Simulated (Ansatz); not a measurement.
**AlRu under strain: Quadrupolar parameters**

The cell is a COD entry, relaxed with PBE at fixed cell and then changed (z compressed by 3 %, ions relaxed).

```xyz
2
Lattice="2.9916 0.0000 0.0000 0.0000 2.9916 0.0000 0.0000 0.0000 2.9019" Properties=species:S:1:pos:R:3 pbc="T T T"
Al    0.0000    0.0000    0.0000
Ru    1.4958    1.4958    1.4509
```

Atom numbers follow the list; atoms alike are taken as one site, whose name carries the number of the first.

Computed with Ansatz: DFT, PBE, plane waves and PAW, scalar-relativistic, 420 eV cutoff, Γ-centred 16×16×16 k-points, Fermi–Dirac smearing 0.05 eV.

V_zz is the principal component of the electric field gradient with the largest magnitude, η = (V_xx − V_yy)/V_zz and C_Q = eQV_zz/h.

²⁷Al: I = 5/2, Q = 146.6 mb; 99Ru: I = 5/2, Q = 79.00 mb. Quadrupole moments are those of Pyykkö's year-2017 table.

Problem. Which values are expected at the nuclei?

Solution. 

```
site  atoms (order as listed)                          first shell  V_zz (10²¹ V/m²)     η  C_Q (MHz)
  Al                        1  8 Ru at 2.57 Å, 6 Al at 2.90–2.99 Å            -0.035  0.00     -0.124
  Ru                        2  8 Al at 2.57 Å, 6 Ru at 2.90–2.99 Å             -1.40  0.00      -2.67
```

An axis of threefold or higher order runs through Al and Ru, so V_zz lies along it and η is zero.

With no gap above 0.1 eV, as in a metal, the gradients converge slowly in k; expect changes of a tenth or more on a denser mesh. Without spin–orbit coupling (the program notes it for Ru) the gradients can shift somewhat, as the gap is small. With these PAW files V_zz is typically within 2 to 3 % of all-electron values, but misses above 10 % occur on Ru. At this changed cell the PBE pressure is 10 GPa.

The relaxation (1 step) took 7.2 s of wall time (7.2 s of CPU time) and 0.49 GiB at its peak, on 1 thread of Intel Xeon 6975P-C (Granite Rapids) (x86_64; 16 cores open to the job, memory cap 3.0 GiB, no GPU), a shared host with a load of 0.5 a core.
